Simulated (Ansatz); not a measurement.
TaRe$_{3}$:
```yaml
crystal:
  lattice:
    - [-1.97084, 1.97084, 3.95248]
    - [1.97084, -1.97084, 3.95248]
    - [1.97084, 1.97084, -3.95248]
  atoms:
    - { symbol: Re, position: [0.50000, 0.50000, 0.00000] }
    - { symbol: Re, position: [0.75000, 0.25000, 0.50000] }
    - { symbol: Re, position: [0.25000, 0.75000, 0.50000] }
    - { symbol: Ta, position: [0.00000, 0.00000, 0.00000] }
```

This is the PBEsol-relaxed structure.

Question: All from DFT-PBEsol in the program Ansatz with PAW potentials, unless another level is named. Estimate the bulk modulus (Birch–Murnaghan fit).

Answer: 329 GPa.

Question: Predict the highest zone-centre frequency.

Answer: 229 cm⁻¹.

Space group I4/mmm. The cell is a constructed one: a structure type filled with these elements; neither database checked (COD, Materials Project) lists it. Whether it is the stable phase at ambient conditions was not checked. The cell was relaxed with PBEsol under the symmetry of its start; whether a distortion lowers the energy is not shown. The run is not spin-polarised. As this level gives no gap, phonon frequencies hold no LO–TO term and depend on the k-mesh and smearing (Fermi–Dirac, 0.1 eV here). Spin–orbit coupling is left out wherever it is not named.

Potentials: the earlier of the program's two PAW sets. The files were generated under PBE; for other functionals the program regenerates the frozen cores, and for LDA and PBEsol the local potential too.
